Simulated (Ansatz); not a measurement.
**Co₂Si at a changed volume: Field gradients at the nuclei**

The cell is a COD entry, relaxed with PBE at fixed cell and then changed (volume scaled by 0.96, ions relaxed).

Space group Pnma (No. 62); a = 4.8515, b = 3.6875, c = 7.0129 Å.

| site | Wyckoff | site symmetry | x | y | z |
| --- | --- | --- | --- | --- | --- |
| Co1 | 4c | .m. | 0.9623 | 0.7500 | 0.2179 |
| Co5 | 4c | .m. | 0.8268 | 0.7500 | 0.5648 |
| Si | 4c | .m. | 0.2988 | 0.7500 | 0.6056 |

One atom of each set is listed.

Method: Kohn–Sham DFT in Ansatz, PBE, plane waves and PAW, scalar-relativistic, collinear spin, 420 eV cutoff, Γ-centred 9×12×6 k-points, Fermi–Dirac smearing 0.05 eV. Start moments as typed (μB): 3 on each Co, none on the rest.

C_Q = eQV_zz/h, which is 24.18 MHz for Q = 1 b and V_zz = 10²¹ V/m²; η = (V_xx − V_yy)/V_zz.

59Co: I = 7/2, Q = 420.0 mb. Quadrupole moments are those of Pyykkö's year-2017 table.

```tsv
site	atoms	first shell	V_zz (10²¹ V/m²)	η	C_Q (MHz)
Co1	4	5 Si at 2.32–2.56 Å, 8 Co at 2.47–2.66 Å	1.22	0.59	12.4
Co5	4	5 Si at 2.28–2.58 Å, 8 Co at 2.52–2.66 Å	1.55	0.67	15.8
Si	4	10 Co at 2.28–2.58 Å	3.09	0.16	–
```

Si has no stable isotope with a ground-state quadrupole moment in the table, so no C_Q is given.

The run finds no gap above 0.1 eV (a metal, or nearly one), so the gradients can move by 10 % or more with the k-mesh. With these PAW files V_zz is typically within 2 to 3 % of all-electron values, but misses above 10 % occur on Co. The run lost most of its start moments on Co; a state with other moments may lie lower. The magnetic order is the one that the run reached from its start moments, not necessarily the measured one (the real compound may not order at all).
